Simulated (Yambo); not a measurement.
G0W0@PBEsol for CsMo$_{2}$AlO$_{8}$ (space group P-3m1, No. 164) in Yambo. Reference settings: 3×3×1 Γ-centred k mesh, bands 3 to 251 and a 6 Ry block in the screening, 251 bands in G with the Bruneval-Gonze terminator, plasmon pole fitted at 27.2 eV. The PBEsol gap Γ → Γ on this mesh is 3.67 eV; G0W0 gaps are taken between the same points.

The settings were changed. The gap went from 6.35 eV to 6.68 eV, and the shift of the valence edge from -0.80 eV to -0.19 eV.

**Question.** Name the change that produced these shifts.
(A) 168 bands in G
(B) 106 bands in G, no terminator
(C) 5 Ry block
(D) 126 bands in W

**Answer.** B, 106 bands in G, no terminator. The others gave (gap, valence shift): 5 Ry block: 6.36, -0.79 eV; 168 bands in G: 6.37, -0.78 eV; 126 bands in W: 6.41, -0.72 eV.

Spin-orbit coupling is not included.

Geometry of the Materials Project entry, not relaxed at this level; primitive cell a = 5.6503 Å, b = 5.6503 Å, c = 8.2648 Å, α = 90.00°, β = 90.00°, γ = 120.00°.

A shift is the quasiparticle energy of the state minus its PBEsol energy.
